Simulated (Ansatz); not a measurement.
**Does relaxation matter for the field gradients of MgO with nitrogen replacing O?**

Start: a supercell of MgO (rock salt type, Fm-3m) built from a refined structure from the COD (the entry's cell lengths or inner coordinates differ somewhat from later room-temperature determinations), with all atoms left at the host's positions.

Space group Fm-3m (No. 225); a = 12.6510 Å.

```
site  Wyckoff  site symmetry       x       y       z
 Mg1      32f            .3m  0.3333  0.8333  0.8333
 Mg2      24e           4m.m  0.5000  0.0000  0.8333
 Mg6      48h           m.m2  0.8333  0.1667  0.0000
Mg27       4a           m-3m  0.0000  0.5000  0.5000
   N       4b           m-3m  0.5000  0.0000  0.0000
 O29      48i           m.m2  0.6667  0.1667  0.0000
 O32      32f            .3m  0.8333  0.1667  0.1667
 O42      24e           4m.m  0.0000  0.5000  0.3333
```

One atom of each set is listed; the run and its k-mesh use a cell of 54 atoms with edges of 8.95, 8.95, 8.95 Å.

All values are calculated (Ansatz; DFT, PBE, plane waves and PAW, scalar-relativistic, 420 eV cutoff, Γ-centred 3×3×3 k-points, Fermi–Dirac smearing 0.01 eV, cell charge -1), not measured.

The largest force at the start is 1.3 eV/Å. Relaxing the ions at fixed cell moves them by 0.052 Å at most (atom 2, Mg) and 0.025 Å rms.

| site | moved (Å) | first shell before | first shell after | V_zz before (10²¹ V/m²) | η before |
| --- | --- | --- | --- | --- | --- |
| Mg1 | 0.010 | 6 O at 2.11 Å | 6 O at 2.10–2.11 Å | 0.005 | 0.00 |
| Mg2 | 0.052 | 5 O at 2.11 Å, 1 N at 2.11 Å | 1 N at 2.06 Å, 5 O at 2.14–2.16 Å | -1.44 | 0.00 |
| Mg6 | 0.003 | 6 O at 2.11 Å | 6 O at 2.08–2.11 Å | 0.13 | 0.64 |
| N | 0.000 | 6 Mg at 2.11 Å | 6 Mg at 2.06 Å | 0.00 | – |
| O29 | 0.036 | 6 Mg at 2.11 Å | 6 Mg at 2.08–2.14 Å | -1.25 | 0.10 |
| O32 | 0.000 | 6 Mg at 2.11 Å | 6 Mg at 2.11 Å | 0.30 | 0.00 |
| O42 | 0.001 | 6 Mg at 2.11 Å | 6 Mg at 2.11–2.16 Å | -0.15 | 0.00 |

**Question.** How do the gradients change?

**Answer.** 

| site | V_zz after | η after | change of V_zz |
| --- | --- | --- | --- |
| Mg1 | 0.096 | 0.00 | +0.09 |
| Mg2 | -1.67 | 0.00 | -0.23 |
| Mg6 | 0.21 | 0.61 | +0.08 |
| N | 0.00 | – | 0.00 |
| O29 | -0.87 | 0.29 | +0.38 |
| O32 | 0.21 | 0.00 | -0.09 |
| O42 | 0.051 | 0.00 | +0.20 |

The largest change of V_zz is on O29, from -1.25 to -0.87. In per cent, |V_zz| changes by +16 on Mg, -30 on O (all sites that start above 0.5). On O29 V_xx and V_yy change places (or their axes turn by over 50°), so the two values of η hide a larger change. V_zz changes sign on O42 (same axis). Other sites without a gradient aren't listed.

The defect repeats with the cell of 54 atoms, so it feels its images: sites between two images don't show the values beside a lone defect, and zeros or small values of η there can come from the images' arrangement. A uniform background compensates the cell's charge.
Before: The neighbours have not yet relaxed around the defect (largest force 1.3 eV/Å), so a real crystal will differ.
After: The relaxation keeps the site symmetry m-3m of the start, so the impurity can't leave its site; a start off the site could end lower.
